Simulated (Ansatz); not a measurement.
Relaxed TaN (rock salt):

```
CELL_PARAMETERS angstrom
      0.00000     2.20852     2.20852
      2.20852     0.00000     2.20852
      2.20852     2.20852     0.00000
ATOMIC_POSITIONS crystal
  N  0.00000 0.00000 0.00000
  Ta 0.50000 0.50000 0.50000
```

In this cell atom 2 (Ta, nearest neighbour N at 2.209 Å; its periodic images, 3.1 Å or more away, move with it) is moved by s along Cartesian [110], unit vector (0.707, 0.707, 0.000); all other atoms and the cell stay fixed.

Method: PBE (plane waves to 420 eV, PAW, scalar-relativistic; Ansatz, a first-principles code). k mesh 15×15×15 (Γ-centred), Fermi-Dirac smearing 0.05 eV. With partly filled bands, energies and forces of such displacements shift with the k mesh and the smearing. F∥ is the force on the atom along that direction. Spin-orbit coupling is left out, though Ta is heavy. TaN is run without spin polarisation. TaN was relaxed with its symmetry unable to fall. This is a high-temperature form of TaN. 

```csv
s (Å),F∥ (eV/Å)
-0.440,4.735
-0.352,3.493
-0.264,2.467
-0.176,1.497
-0.088,0.667
0.000,0.000
0.088,-0.667
0.176,-1.497
0.264,-2.467
0.352,-3.493
0.440,-4.735
```

Question: What is the force constant k = d²E/ds² of this move at s = 0?

Answer: 7.27 eV/Å². The forces along the line at the two nearest points give (0.667 − (-0.667)) / (2·0.088) = 7.58 eV/Å²; the next pair corrects for the finite step.

Question: With two atoms in the cell this is the zone-centre optical mode. What wavenumber follows?

Answer: 390 cm⁻¹. Reduced mass μ = 13.00 u; ν̃ = 521.5·√(k/μ) with k = 7.27 eV/Å².

(A displaced cell: forces are minus the slopes of the energy, force constants its curvatures, and phonons follow from these.)
